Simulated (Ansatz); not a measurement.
## A film clamped to a substrate in LiMg

Theory: DFT PBEsol, scalar-relativistic, plane waves, PAW (Ansatz 0.2.0). Cutoff 420 eV, Γ-centred 16×16×10 k-points, Gaussian smearing of 0.15 eV. No spin polarisation. Energies are free energies at this smearing, counted from the undisturbed cell; pressure is positive in compression.

The undisturbed cell (as given, not relaxed at this level; it stands at 0.0 GPa, and it needn't be the usual structure):

```
CELL_PARAMETERS angstrom
1.72462 -2.46195 0.00000
1.72462 2.46195 0.00000
0.00000 0.00000 4.88841
ATOMIC_POSITIONS crystal
Li 0.00000 0.00000 0.00000
Mg 0.50000 0.50000 0.50000
```

The cell (2 atoms, V0 = 41.51 Å³) is strained by p along both x and y and by q along z, fractional coordinates fixed. τp = (1/V0) ∂E/∂p = (σxx + σyy)(1 + p)(1 + q) and τq = (1/V0) ∂E/∂q = σzz(1 + p)², with tension positive.

```csv
p,q,ΔE (meV/atom),τp (GPa),τq (GPa)
0.000,0.000,0.00,-0.04,0.00
-0.030,0.000,9.40,-5.01,-0.50
0.030,0.000,7.59,3.78,0.57
0.000,-0.030,2.80,-0.71,-1.45
0.000,0.030,2.75,0.38,1.41
```

Get the second derivatives of the energy density.

Central differences give A = ∂τp/∂p = 147 GPa (C11 + C22 + 2 C12), C = ∂τq/∂q = 48 GPa (C33) and the cross term B = ∂τq/∂p = 17.8 GPa (C13 + C23); ∂τp/∂q = 18.1 GPa must equal B, and any difference shows higher-order terms. Steps this large leave an error of some per cent of A or C in all of these, which can swamp a small B. The ions are clamped.

A film of this crystal grows with z along the normal on a substrate that imposes p. How does its thickness respond, and what does the misfit cost?

Count p and q from the stress-free cell. A free surface needs τq = 0, so q = −(B/C) p = -0.37 p. The energy density left is (A − B²/C) p²/2 = M p², with the biaxial modulus M = 70 GPa; a misfit of 1 % costs 0.91 meV/atom, against 0.95 meV/atom if the thickness were held.

At p = 0.030 the energies along q are 7.6 (q = -0.030), 7.6 (q = 0.000), 12.1 (q = 0.030) meV/atom.

Does the linear rule hold at this misfit?

A parabola through the lowest point and its neighbours has its minimum at q = -0.015, 7.0 meV/atom. With the stress left in the starting cell, τp0 and τq0, linear elasticity gives q = −(τq0 + Bp)/C = -0.011 and E = V0(τp0 p + τq0 q + Ap²/2 + Bpq + Cq²/2)/N = 8.0 meV/atom. The energies differ by more than a tenth, so the quadratic law fails here: the gap holds the anharmonic part, with some error from the wide steps. Cubic terms also shift the vertex of so wide a parabola.

In a metal these slopes depend on the k mesh and the smearing.